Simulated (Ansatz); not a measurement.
**RbLi3Rh: computed properties**

Method: Ansatz 0.2.0, DFT PBE, scalar-relativistic, plane waves, PAW.

Settings: cutoff 420 eV, Γ-centred mesh 8×8×8 on the computed 5-atom cell, Gaussian smearing of 0.10 eV; no spin polarisation.

The structure is relaxed at this level of theory with its symmetry kept, and needn't be the ground state of this composition.

```
CELL_PARAMETERS angstrom
4.71927 0.00000 0.00000
0.00000 4.71927 0.00000
0.00000 0.00000 4.71927
ATOMIC_POSITIONS crystal
Rb 0.00000 0.00000 0.00000
Li 0.50000 0.00000 0.00000
Li 0.00000 0.50000 0.00000
Li 0.00000 0.00000 0.50000
Rh 0.50000 0.50000 0.50000
```

```json
{
  "Space group": "Pm-3m (No. 221)",
  "Volume per atom": "21.02 Å³",
  "Formation energy from the elements' standard states (uncorrected)": "+1.155 eV/atom",
  "Kohn–Sham band gap": "none (metal)",
  "Density of states at the Fermi level": "3.1 states/eV per cell",
  "Orbital (Löwdin) character within 0.5 eV of the Fermi level": "Rh 4d 50 %, Li 2s 20 %, unprojected 18 %",
  "Bader charge by site (e)": "Rb (1 in the cell) -0.01, Li (3 in the cell) 0.81, Rh (1 in the cell) -2.42"
}
```

The cell was found from a structure generator's guess, not taken from experiment. Löwdin shares on free-atom orbitals overweight diffuse shells.
